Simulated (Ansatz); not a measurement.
Li₂SiS₃:
Space group Cmc2₁ (No. 36); a = 11.624 Å, b = 6.760 Å, c = 5.976 Å, α = 90.00°, β = 90.00°, γ = 90.00°

| atom | site | symmetry | x | y | z |
|---|---|---|---|---|---|
| Li | 8b | 1 | 0.3346 | 0.1540 | 0.0092 |
| Si | 4a | m.. | 0.0000 | 0.1639 | 0.9972 |
| S | 8b | 1 | 0.3485 | 0.1935 | 0.4101 |
| S | 4a | m.. | 0.0000 | 0.1395 | 0.3690 |
(The calculation used a cell of 12 atoms; values per cell refer to that cell.)

Relaxed at zero pressure with r²SCAN in the plane-wave PAW code Ansatz.

Q: The volume is lowered by 3 % and shape and atoms relax at that volume. What pressure results, and how do the axes share the change?

A: 1.3 GPa; a -1.1 %, b -1.1 %, c -0.9 %; the energy rises by 2 meV/atom.

Q: Give the new structure.

A: 
Space group Cmc2₁ (No. 36); a = 11.500 Å, b = 6.687 Å, c = 5.923 Å, α = β = γ = 90.00°

```csv
atom,site,symmetry,x,y,z
Li,8b,1,0.3346,0.1541,0.0085
Si,4a,m..,0.0000,0.1647,0.9983
S,8b,1,0.3474,0.1922,0.4089
S,4a,m..,0.0000,0.1418,0.3716
```

The phase is kept; no other phase was compared at this pressure.

Space group Cmc2_1. The workflow started from a Materials Project entry (that database holds measured and hypothetical structures alike); the Crystallography Open Database copy checked does not list it. Its standing as an ambient phase is unchecked. The r²SCAN relaxation kept the symmetry of its start; whether a distortion lowers the energy is not shown.

Potentials: the later of the program's two PAW sets.
